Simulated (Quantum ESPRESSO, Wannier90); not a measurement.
Ru (hcp (Mg type)), plane waves to Wannier functions

Materials Project entry mp-33; symmetrised, unrelaxed at this level. This is the element's usual structure. Level: PBEsol, spinors with spin-orbit coupling; pw.x of Quantum ESPRESSO at 68 Ry with PseudoDojo potentials, 6×6×4 k-points, Wannier90. Density: 18×18×10 mesh, cold smearing 0.01 Ry.

```
begin unit_cell_cart
ang
    2.7078301866    0.0000000000    0.0000000000
   -1.3539150933    2.3450497307    0.0000000000
    0.0000000000    0.0000000000    4.2681000000
end unit_cell_cart
mp_grid = 6 6 4
```

### Question
Which shells of neighbouring k-points and which b-vectors and weights does Wannier90 pick for this cell and mesh?

### Answer
```
 *---------------------------------- K-MESH ----------------------------------*
 +----------------------------------------------------------------------------+
 |                    Distance to Nearest-Neighbour Shells                    |
 |                    ------------------------------------                    |
 |          Shell             Distance (Ang^-1)          Multiplicity         |
 |          -----             -----------------          ------------         |
 |             1                   0.368032                      2            |
 |             2                   0.446557                      6            |
 |             3                   0.578671                     12            |
 |             4                   0.736064                      2            |
 |             5                   0.773459                      6            |
 |             6                   0.856555                     12            |
 |             7                   0.860931                     12            |
 |             8                   0.893113                      6            |
       ... (lines left out)
 +----------------------------------------------------------------------------+
 | The b-vectors are chosen automatically                                     |
 | The following shells are used:                       1,  2                 |
 +----------------------------------------------------------------------------+
 |                        Shell   # Nearest-Neighbours                        |
 |                        -----   --------------------                        |
 |                          1               2                                 |
 |                          2               6                                 |
 +----------------------------------------------------------------------------+
 | Completeness relation is fully satisfied [Eq. (B1), PRB 56, 12847 (1997)]  |
 +----------------------------------------------------------------------------+
 |                  b_k Vectors (Ang^-1) and Weights (Ang^2)                  |
 |                  ----------------------------------------                  |
 |            No.         b_k(x)      b_k(y)      b_k(z)        w_b           |
 |            ---        --------------------------------     --------        |
 |             1         0.000000    0.000000    0.368032     3.691471        |
 |             2         0.000000    0.000000   -0.368032     3.691471        |
 |             3         0.000000    0.446557    0.000000     1.671574        |
 |             4         0.386729    0.223278    0.000000     1.671574        |
 |             5         0.000000   -0.446557    0.000000     1.671574        |
 |             6         0.386729   -0.223278    0.000000     1.671574        |
 |             7        -0.386729   -0.223278    0.000000     1.671574        |
 |             8        -0.386729    0.223278    0.000000     1.671574        |
```
